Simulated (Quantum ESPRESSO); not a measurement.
One change at a time to Au6RuZr

All numbers below are calculated, not measured. They come from Quantum ESPRESSO 7.5, a public plane-wave density functional program. Each row is one single-point run on a made-up periodic cell of eight metal atoms, with elements, volume, strain and displacements drawn at random and not relaxed, so a cell may be unstable or far from any real phase. There is no spin polarisation or spin-orbit coupling.

Settings: PBE unless stated; PseudoDojo standard norm-conserving files; Fermi-Dirac width 0.25 eV, which means electrons at about 2900 K; cutoff 1197 eV; 5 x 5 x 4 k mesh shifted half a step off Gamma. E is the free energy of the whole cell (internal energy minus TS), so a -TS column is already part of it. Stress is positive in tension, and the pressure P is minus a third of its trace.

Checks: one run of this series was repeated at a higher cutoff and on a denser mesh, which moved values by no more than 0.005 eV, 0.04 GPa and 0.004 eV/Å, and a second program with other atomic files agreed on it to 2 % rms in force and 0.5 GPa in pressure. Known limits: heavy elements are run without spin-orbit coupling, which real alloys of them have; a spin test at this wide smearing found no moment, but such smearing suppresses magnetism that the real alloy may have.

The lattice is face-centred cubic, and the cell vectors in Å are (2.121, 4.152, 2.054); (2.115, -4.199, 2.153); (4.117, 0.053, -4.090), a volume of 144.65 Å³ in run 1. The elements on sites 1 to 8 are Au Au Au Ru Au Zr Au Au. Each later run makes one change to run 1 and keeps the rest. E is counted from run 1, and is n/a where other atomic files have another zero of energy.

```
run,change,V (Å³),P (GPa),-TS (eV),rms force (eV/Å),largest change of a force component (eV/Å),E (eV)
1,none,144.65,0.46,-1.133,0.701,0.000,0.000
2,sites 1 and 6 exchanged,144.65,0.04,-1.062,0.707,0.577,0.061
3,all lengths scaled by -1.28 %,139.17,6.79,-1.095,0.846,0.316,0.120
4,PBEsol in place of PBE,144.65,-7.08,-1.136,0.640,0.123,n/a
5,Rh on site 5,144.65,-4.12,-1.339,0.595,0.792,n/a
6,site 8 moved by +0.23 Å along z,144.65,1.00,-1.133,0.863,1.858,?
```

## Worked estimate

Along the move dE = -F dx. The force on site 8 along z is 0.265 eV/Å in run 1 and -1.593 eV/Å in run 6, and the move is +0.23 Å, so the mean force times the move gives an estimate.

## Withheld value

Question: what E should run 6 give?

The estimate is 0.153 eV. The calculation gave 0.149 eV. The mean of two end points misses the curvature of the force.
